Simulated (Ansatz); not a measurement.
CdSe with an Se vacancy: gradients before and after relaxing the atoms

Start: a supercell of CdSe (wurtzite type, P6_3mc) built from a structure deposited in the COD (the entry's cell lengths or inner coordinates differ somewhat from later room-temperature determinations), with all atoms left at the host's positions.

```xyz
47
Lattice="12.9000 0.0000 0.0000 -4.3000 7.4478 0.0000 0.0000 0.0000 14.0400" Properties=species:S:1:pos:R:3 pbc="T T T"
Cd    0.0000    2.4826    0.0000
Cd    0.0000    2.4826    7.0200
Cd   -2.1500    6.2065    0.0000
Cd   -2.1500    6.2065    7.0200
Cd    4.3000    2.4826    0.0000
Cd    4.3000    2.4826    7.0200
Cd    2.1500    6.2065    0.0000
Cd    2.1500    6.2065    7.0200
Cd    8.6000    2.4826    0.0000
Cd    8.6000    2.4826    7.0200
Cd    6.4500    6.2065    0.0000
Cd    6.4500    6.2065    7.0200
Cd    2.1500    1.2413    3.5100
Cd    2.1500    1.2413   10.5300
Cd    0.0000    4.9652    3.5100
Cd    0.0000    4.9652   10.5300
Cd    6.4500    1.2413    3.5100
Cd    6.4500    1.2413   10.5300
Cd    4.3000    4.9652    3.5100
Cd    4.3000    4.9652   10.5300
Cd   10.7500    1.2413    3.5100
Cd   10.7500    1.2413   10.5300
Cd    8.6000    4.9652    3.5100
Cd    8.6000    4.9652   10.5300
Se    0.0000    2.4826    9.7227
Se   -2.1500    6.2065    2.7027
Se   -2.1500    6.2065    9.7227
Se    4.3000    2.4826    2.7027
Se    4.3000    2.4826    9.7227
Se    2.1500    6.2065    2.7027
Se    2.1500    6.2065    9.7227
Se    8.6000    2.4826    2.7027
Se    8.6000    2.4826    9.7227
Se    6.4500    6.2065    2.7027
Se    6.4500    6.2065    9.7227
Se    2.1500    1.2413    6.2127
Se    2.1500    1.2413   13.2327
Se    0.0000    4.9652    6.2127
Se    0.0000    4.9652   13.2327
Se    6.4500    1.2413    6.2127
Se    6.4500    1.2413   13.2327
Se    4.3000    4.9652    6.2127
Se    4.3000    4.9652   13.2327
Se   10.7500    1.2413    6.2127
Se   10.7500    1.2413   13.2327
Se    8.6000    4.9652    6.2127
Se    8.6000    4.9652   13.2327
```

Atom numbers follow the list; atoms alike are taken as one site, whose name carries the number of the first.

Computed with Ansatz: DFT, PBE, plane waves and PAW, scalar-relativistic, 420 eV cutoff, Γ-centred 2×3×2 k-points, Fermi–Dirac smearing 0.01 eV, cell charge +2.

The largest force at the start is 0.88 eV/Å. Relaxing the ions at fixed cell moves them by 0.558 Å at most (atom 21, Cd) and 0.170 Å rms.

```json
{"site": "Cd3", "atom": "3", "moved (Å)": "0.072", "first shell before": "4 Se at 2.61–2.70 Å", "first shell after": "4 Se at 2.58–2.66 Å", "V_zz before (10²¹ V/m²)": "4.11", "η before": "0.24"}
{"site": "Cd13", "atom": "13", "moved (Å)": "0.480", "first shell before": "3 Se at 2.61–2.70 Å", "first shell after": "3 Se at 2.56–2.59 Å", "V_zz before (10²¹ V/m²)": "19.20", "η before": "0.14"}
{"site": "Cd15", "atom": "15", "moved (Å)": "0.487", "first shell before": "3 Se at 2.61–2.70 Å", "first shell after": "3 Se at 2.56–2.59 Å", "V_zz before (10²¹ V/m²)": "19.27", "η before": "0.16"}
{"site": "Cd16", "atom": "16", "moved (Å)": "0.052", "first shell before": "4 Se at 2.61–2.70 Å", "first shell after": "4 Se at 2.61–2.67 Å", "V_zz before (10²¹ V/m²)": "4.82", "η before": "0.06"}
{"site": "Cd18", "atom": "18", "moved (Å)": "0.026", "first shell before": "4 Se at 2.61–2.70 Å", "first shell after": "4 Se at 2.62–2.63 Å", "V_zz before (10²¹ V/m²)": "3.17", "η before": "0.06"}
{"site": "Cd21", "atom": "21", "moved (Å)": "0.558", "first shell before": "3 Se at 2.61–2.70 Å", "first shell after": "3 Se at 2.56 Å", "V_zz before (10²¹ V/m²)": "19.78", "η before": "0.17"}
{"site": "Cd23", "atom": "23", "moved (Å)": "0.237", "first shell before": "4 Se at 2.61–2.70 Å", "first shell after": "4 Se at 2.57–2.66 Å", "V_zz before (10²¹ V/m²)": "1.70", "η before": "0.36"}
{"site": "Se26", "atom": "26", "moved (Å)": "0.118", "first shell before": "4 Cd at 2.61–2.70 Å", "first shell after": "4 Cd at 2.59–2.66 Å", "V_zz before (10²¹ V/m²)": "13.86", "η before": "0.29"}
{"site": "Se28", "atom": "28", "moved (Å)": "0.107", "first shell before": "4 Cd at 2.61–2.70 Å", "first shell after": "4 Cd at 2.56–2.65 Å", "V_zz before (10²¹ V/m²)": "10.43", "η before": "0.54"}
{"site": "Se32", "atom": "32", "moved (Å)": "0.117", "first shell before": "4 Cd at 2.61–2.70 Å", "first shell after": "4 Cd at 2.56–2.65 Å", "V_zz before (10²¹ V/m²)": "10.01", "η before": "0.57"}
{"site": "Se34", "atom": "34", "moved (Å)": "0.118", "first shell before": "4 Cd at 2.61–2.70 Å", "first shell after": "4 Cd at 2.56–2.65 Å", "V_zz before (10²¹ V/m²)": "9.67", "η before": "0.50"}
{"site": "Se36", "atom": "36", "moved (Å)": "0.024", "first shell before": "4 Cd at 2.61–2.70 Å", "first shell after": "4 Cd at 2.56–2.66 Å", "V_zz before (10²¹ V/m²)": "8.99", "η before": "0.12"}
{"site": "Se37", "atom": "37", "moved (Å)": "0.052", "first shell before": "4 Cd at 2.61–2.70 Å", "first shell after": "4 Cd at 2.55–2.67 Å", "V_zz before (10²¹ V/m²)": "8.41", "η before": "0.20"}
{"site": "Se39", "atom": "39", "moved (Å)": "0.063", "first shell before": "4 Cd at 2.61–2.70 Å", "first shell after": "4 Cd at 2.55–2.67 Å", "V_zz before (10²¹ V/m²)": "8.46", "η before": "0.22"}
{"site": "Se44", "atom": "44", "moved (Å)": "0.017", "first shell before": "4 Cd at 2.61–2.70 Å", "first shell after": "4 Cd at 2.56–2.65 Å", "V_zz before (10²¹ V/m²)": "8.35", "η before": "0.05"}
{"site": "Se45", "atom": "45", "moved (Å)": "0.063", "first shell before": "4 Cd at 2.61–2.70 Å", "first shell after": "4 Cd at 2.55–2.66 Å", "V_zz before (10²¹ V/m²)": "8.64", "η before": "0.19"}
```

Problem. What are V_zz and η after the relaxation?

Solution. 

```json
{"site": "Cd3", "atom": "3", "V_zz after": "3.48", "η after": "0.92", "change of V_zz": "-0.63"}
{"site": "Cd13", "atom": "13", "V_zz after": "24.8", "η after": "0.07", "change of V_zz": "+5.63"}
{"site": "Cd15", "atom": "15", "V_zz after": "24.7", "η after": "0.10", "change of V_zz": "+5.47"}
{"site": "Cd16", "atom": "16", "V_zz after": "2.02", "η after": "0.86", "change of V_zz": "-2.80"}
{"site": "Cd18", "atom": "18", "V_zz after": "0.82", "η after": "0.22", "change of V_zz": "-2.35"}
{"site": "Cd21", "atom": "21", "V_zz after": "24.9", "η after": "0.04", "change of V_zz": "+5.13"}
{"site": "Cd23", "atom": "23", "V_zz after": "-5.56", "η after": "0.32", "change of V_zz": "-7.26"}
{"site": "Se26", "atom": "26", "V_zz after": "-6.75", "η after": "0.76", "change of V_zz": "–"}
{"site": "Se28", "atom": "28", "V_zz after": "5.99", "η after": "0.31", "change of V_zz": "-4.44"}
{"site": "Se32", "atom": "32", "V_zz after": "4.68", "η after": "0.30", "change of V_zz": "–"}
{"site": "Se34", "atom": "34", "V_zz after": "5.06", "η after": "0.16", "change of V_zz": "–"}
{"site": "Se36", "atom": "36", "V_zz after": "7.06", "η after": "0.37", "change of V_zz": "-1.93"}
{"site": "Se37", "atom": "37", "V_zz after": "5.16", "η after": "0.35", "change of V_zz": "–"}
{"site": "Se39", "atom": "39", "V_zz after": "5.17", "η after": "0.26", "change of V_zz": "–"}
{"site": "Se44", "atom": "44", "V_zz after": "6.57", "η after": "0.36", "change of V_zz": "–"}
{"site": "Se45", "atom": "45", "V_zz after": "5.72", "η after": "0.12", "change of V_zz": "–"}
```

The largest change of V_zz along a kept axis is on Cd23, from 1.70 to -5.56. The whole tensor moves most on Se26, by 13.10 along its most changed direction. In per cent, |V_zz| changes by -74 to +29 on Cd, -43 to -22 on Se (all sites that start above 2, bar those whose gradient vanishes or changes sign or whose main axis turns by over 40°). Where |V_zz| stays above 0.1 and the axes keep their order, η moves most on Cd16, from 0.06 to 0.86. On Cd23, Cd2, Cd12, Cd10, Cd4, Se41, Se43, Se42 and 2 more sites (not all in the table) V_xx and V_yy change places (or their axes turn by over 50°), so the two values of η hide a larger change. V_zz changes sign on Cd23 (same axis), Cd2 (same axis), Cd12 (axis turned by 21°), Cd10 (axis turned by 35°), Cd4 (axis turned by 11°), Cd19 (axis turned by 12°), Se42 (axis turned by 15°), Se46 (axis turned by 13°) and 1 more site (not all in the table). On Se26, Se32, Se34, Se45, Se39, Se37, Se44, Cd22 and 11 more sites (not all in the table) the largest principal value lies along another axis in the second run, so the two V_zz can't be compared directly. The table leaves out 31 of the 47 sites, with |V_zz| up to 24.45; their tensors move by 8.49 at most along any direction. The statements above cover all sites. The electronic state changes along with the positions (a gap opens), so the changes aren't those of geometry alone. The host's own positions weren't relaxed first, so part of the change far from the defect can be the host's relaxation.

The defect repeats with the cell of 47 atoms, so it feels its images: sites between two images don't show the values beside a lone defect, and zeros or small values of η there can come from the images' arrangement. Cd and Se carry a gradient in the pure host already, so the values there aren't the defect's effect alone. A uniform background compensates the cell's charge. Without spin–orbit coupling (the program notes it for Cd) the gradients can shift somewhat, as the gap is small.
Before: The run isn't spin-polarised, and a state with spin may lie lower. The defect cell has no gap above 0.1 eV on its mesh, so the values can hang on the smearing and the k-mesh. The neighbours have not yet relaxed around the defect (largest force 0.88 eV/Å), so a real crystal will differ.
After: With a gap of 0.6 eV on this mesh, small gradients can still move by 0.1 × 10²¹ V/m² or more as the k-mesh gets denser.
